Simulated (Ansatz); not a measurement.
TiS:
Space group P-6m2 (No. 187); a = b = 3.221 Å, c = 3.185 Å, α = β = 90.00°, γ = 120.00°

```
atom  site  symmetry       x       y       z
----  ----  --------  ------  ------  ------
Ti      1e      -6m2  0.6667  0.3333  0.0000
S       1b      -6m2  0.0000  0.0000  0.5000
```

Relaxed at zero pressure with PBEsol (plane waves, PAW; program Ansatz).

### Question
The volume is lowered by 3 % and shape and atoms relax at that volume. What pressure results, and how do the axes share the change?

### Answer
5.0 GPa; a -1.2 %, b -1.2 %, c -0.6 %; the energy rises by 7 meV/atom.

### Question
Give the new structure.

### Answer

Space group P-6m2 (No. 187); a = b = 3.1821 Å, c = 3.1649 Å, α = β = 90.00°, γ = 120.00°

| atom | site | symmetry | x | y | z |
|---|---|---|---|---|---|
| Ti | 1e | -6m2 | 0.6667 | 0.3333 | 0.0000 |
| S | 1b | -6m2 | 0.0000 | 0.0000 | 0.5000 |

The phase is kept; no other phase was compared at this pressure.

The workflow started from a Materials Project entry (that database holds measured and hypothetical structures alike); the Crystallography Open Database copy checked does not list it. COD files the formula under space group No. 166, 194, so this cell is another polymorph or a model. Whether it is the stable phase at ambient conditions was not checked. The PBEsol relaxation kept the symmetry of its start; of distortions, only those at the zone centre were tested. The run is not spin-polarised.

Potentials: the later of the program's two PAW sets.
